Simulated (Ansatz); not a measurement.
A short materials screen. An acoustic mirror alternates quarter-wave layers of high and low impedance; the larger the ratio, the fewer layers.

The yardstick is AlN. Each row is paired with the reference. Frequency 6 GHz, 2 pairs, polycrystalline averages.

Computed with Ansatz, a plane-wave PAW program. density: r²SCAN, relaxed cell; longitudinal speed: r²SCAN, elastic tensor, Hill average.

Runs started from generated or typed cells of the structure named: dhcp La; bcc Cr; bcc Ta; fcc Ag; fcc Pt; AlN; bcc W; bcc Mo; fcc Rh; bcc Fe; hcp Os. No claim is made that these are known or stable phases: Sb (simple cubic). Over 15 meV/atom above the lowest phase of their formula at hand: Sb (simple cubic) (49 meV/atom, r²SCAN). Magnetic states: bcc Cr antiferromagnetic, the lowest of the collinear orders tried; bcc Fe ferromagnetic, the lowest of the collinear orders tried. Functionals of the SCAN family are commonly reported to give itinerant 3d magnets too large moments and volumes. Spin–orbit coupling is left out unless named.

Working rules: Z = ρ v_l; layer = v_l/4f; ratio = larger Z over smaller Z; isolation ≈ 20 × 2 × log₁₀(ratio), up to a constant set by the substrate.

```csv
crystal,density (g/cm³),v_l (km/s),impedance (MRayl),quarter wave (nm),impedance ratio,isolation (dB)
dhcp La,6.19,2.59,16.03,108,2.221,14
bcc Cr,6.66,6.32,42.09,263,1.182,3
bcc Ta,16.65,4.17,69.43,174,1.950,12
fcc Ag,10.36,3.67,38.02,153,1.068,1
fcc Pt,21.18,4.08,86.41,170,2.427,15
"AlN (wurtzite), reference",3.27,10.89,35.61,454,1.000,0
Sb (simple cubic),6.88,3.74,25.73,156,1.384,6
bcc W,19.20,5.28,101.38,220,2.847,18
bcc Mo,10.19,6.58,…,…,…,…
fcc Rh,12.46,6.32,78.75,263,2.211,14
bcc Fe,7.88,5.75,…,…,…,…
hcp Os,22.54,5.97,134.56,249,3.779,23
```

Q: Fill in the missing entries.

A: 
- bcc Fe: Z = 7.88 × 5.75 = 45.31 MRayl; quarter wave: 5.75 km/s/(4 × 6 GHz) = 240 nm; impedance ratio: larger of 45.31/35.61 and its inverse = 1.272; isolation: 20 × 2 × log₁₀(1.272) = 4 dB.
- bcc Mo: Z = 10.19 × 6.58 = 67.05 MRayl; quarter wave: 6.58 km/s/(4 × 6 GHz) = 274 nm; impedance ratio: larger of 67.05/35.61 and its inverse = 1.883; isolation: 20 × 2 × log₁₀(1.883) = 11 dB.

By impedance ratio (highest first): hcp Os (3.779 ± 0.12), bcc W (2.847 ± 0.090), fcc Pt (2.427 ± 0.077), dhcp La (2.221 ± 0.070) ≈ fcc Rh (2.211 ± 0.070), bcc Ta (1.950 ± 0.062) ≈ bcc Mo (1.883 ± 0.060), Sb (simple cubic) (1.384 ± 0.044), bcc Fe (1.272 ± 0.040), bcc Cr (1.182 ± 0.037), fcc Ag (1.068 ± 0.034). The ± follows from allowances picked for this note (density 1 %, longitudinal speed 3 %), carried to first order and added in quadrature, each row's own inputs moving alone; ≈ joins neighbours closer than their two ± added in quadrature.

Sputtered films are textured or amorphous and softer than these crystals; shear waves need a mirror of their own. Where several phases of a formula are at hand, those over 0.1 eV/atom above the lowest were not drawn (by r²SCAN where it compared them, else by the largest value; a layered or molecular lowest phase counts only with a dispersion term); other phases could lie lower still. Rows are a sample by related chemistry or structure, familiar materials first, kept where one row at least reaches a ratio of 2.5. Limits of the draw: impedance over 8 MRayl; for moduli and speeds, an anisotropy index under 2.5, no layered crystals; no unfamiliar magnets, and cubic perovskites only if shown or known to be stable. As a rule kept out of such tables: 4f compounds, open-shell compounds run without a Hubbard term, cells found unstable in the tests at hand, cells close to a higher symmetry, and runs set to a pressure or over 12 % in volume from the crystal's fullest run.
